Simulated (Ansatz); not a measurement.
Recipe of this trial structure of Sn2Se: random cell by space group and Wyckoff sites (P6/mmm, No. 191). Lengths were set from tabulated atomic sizes, so they are only a guess.

```
Sn Se
1.0
     3.96499    0.00000    0.00000
    -1.98249    3.43378    0.00000
     0.00000    0.00000    6.12803
Sn Se
2 1
Direct
  0.00000 0.00000 0.82274
  0.00000 0.00000 0.17726
  0.00000 0.00000 0.50000
```

The calculation used Ansatz 0.2.0, DFT PBE, scalar-relativistic, plane waves, PAW. Cutoff 420 eV, Gaussian smearing, Γ-centred meshes. Cell and atoms relax first on a coarse mesh and then on a finer one. In between, the cell is made exact in the group found at 0.06 Å. In metals the finer mesh still leaves noise of several meV/atom or more. The steps can't lower the symmetry of their start. No spin polarisation.

A guess keeps its type if space group and coordination stay and the shape of the cell changes little (axis ratios within about 15 %, angles within 6°); the volume may change.

Question: Does it keep its structure type, or change into something else?

Answer: It doesn't keep its type. The symmetry stays P6/mmm (No. 191). The volume per atom shrinks by 2.8 %, from 27.8 to 27.0 Å³. The shortest distance goes from 1.98 Å (Sn–Se) to 2.82 Å (Sn–Se). The ratio c/a of the conventional cell changes by a factor of 1.77. Counting neighbours within 15 % of an atom's shortest distance, the start has Se 2, Sn 2 and the end Se 2, Sn 2. In detail, at the end Sn has 1 Se at 2.82 Å and 7 Sn at 3.23–3.25 Å; around Se lie 2 Sn at 2.82 Å and 6 Se at 3.25 Å.

```cif
data_structure
_symmetry_space_group_name_H-M 'P 1'
_symmetry_Int_Tables_number 1
_cell_length_a 3.2484
_cell_length_b 3.2484
_cell_length_c 8.8783
_cell_angle_alpha 90.000
_cell_angle_beta 90.000
_cell_angle_gamma 120.000
_cell_volume 81.13
loop_
_atom_site_label
_atom_site_type_symbol
_atom_site_fract_x
_atom_site_fract_y
_atom_site_fract_z
_atom_site_occupancy
Sn1 Sn 0.00000 0.00000 0.81791 1
Sn2 Sn 0.00000 0.00000 0.18209 1
Se1 Se 0.00000 0.00000 0.50000 1
```

The zero of energy is the elements' standard structures at the same level; no fitted shifts are applied. The references include grey tin.

Question: At what energy does it end?

Answer: +0.11 eV/atom. A positive value: parting into the elements would lower its energy.

The last run used an 18×18×6 mesh (in the run's order of axes) for its 3-atom cell and Gaussian smearing of 0.10 eV. The reference form of Se is held partly by dispersion forces, which this level lacks. A structure relaxed within its symmetry needn't be a true minimum. Another cell of Sn2Se relaxed alike, in P4/nmm, lies 0.32 eV/atom lower, so this cell isn't the stable form at this level.
